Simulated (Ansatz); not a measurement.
InRh:
Space group Pm-3m (No. 221); a = b = c = 3.2041 Å, α = β = γ = 90.00°

```tsv
atom	site	symmetry	x	y	z
In	1b	m-3m	0.5000	0.5000	0.5000
Rh	1a	m-3m	0.0000	0.0000	0.0000
```

Relaxed with r²SCAN.

Problem. Tabulate the valence density and the electron localisation function along the shortest In–In contact (3.20 Å), DFT-r²SCAN in the program Ansatz with PAW potentials.

Solution. 

| distance from In (Å) | density (e/Å³) | ELF |
|---|---|---|
| 0.32 | 8.68 | 0.00 |
| 0.48 | 5.32 | 0.05 |
| 0.64 | 2.75 | 0.16 |
| 0.80 | 1.23 | 0.24 |
| 0.96 | 0.56 | 0.22 |
| 1.12 | 0.31 | 0.18 |
| 1.28 | 0.22 | 0.20 |
| 1.44 | 0.18 | 0.25 |
| 1.60 | 0.17 | 0.27 |
| 1.76 | 0.18 | 0.25 |
| 1.92 | 0.22 | 0.20 |
| 2.08 | 0.31 | 0.18 |
| 2.24 | 0.56 | 0.22 |
| 2.40 | 1.23 | 0.24 |
| 2.56 | 2.75 | 0.16 |
| 2.72 | 5.32 | 0.05 |
| 2.88 | 8.68 | 0.00 |

The density is the valence pseudo-density with augmentation charge, so density and ELF within about 1 Å of a nucleus are not all-electron values.

The workflow started from an entry of the Crystallography Open Database (COD). Whether it is the stable phase at ambient conditions was not checked. The r²SCAN relaxation kept the symmetry of its start; whether a distortion lowers the energy is not shown. The run is not spin-polarised.

Potentials: the later of the program's two PAW sets.
